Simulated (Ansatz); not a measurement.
LiBr:
```yaml
crystal:
  lattice:
    - [0.00000, 2.70550, 2.70550]
    - [2.70550, 0.00000, 2.70550]
    - [2.70550, 2.70550, 0.00000]
  atoms:
    - { symbol: Li, position: [0.00000, 0.00000, 0.00000] }
    - { symbol: Br, position: [0.50000, 0.50000, 0.50000] }
```

Relaxed with PBEsol. Special points in fractions of this cell's reciprocal vectors: Γ (0.000, 0.000, 0.000); X (0.500, 0.000, 0.500); U (0.625, 0.250, 0.625); K (0.375, 0.375, 0.750); L (0.500, 0.500, 0.500); W (0.500, 0.250, 0.750).

Q: List the band energies nearest the valence-band maximum at these points for PBEsol with spin–orbit coupling in the plane-wave PAW code Ansatz.

A: In eV from the valence-band maximum; about four levels below and three above (degenerate sets whole), none deeper than 8.9 eV; points with the same levels are listed once.

```tsv
k	below	above
Γ	0.00 0.00 0.00 0.00	4.81 4.81 10.25 10.25 10.25 10.25
X	-1.57 -1.57 -1.29 -1.29	6.04 6.04 6.68 6.68
U	-2.21 -2.21 -1.11 -1.11	6.38 6.38 8.55 8.55
L	-0.64 -0.64 -0.30 -0.30	5.30 5.30 7.86 7.86
W	-2.43 -2.43 -1.41 -1.41	7.93 7.93 8.40 8.40
```

Space group Fm-3m (rock salt). The PBEsol relaxation kept the symmetry of its start.

Potentials: the later of the program's two PAW sets.
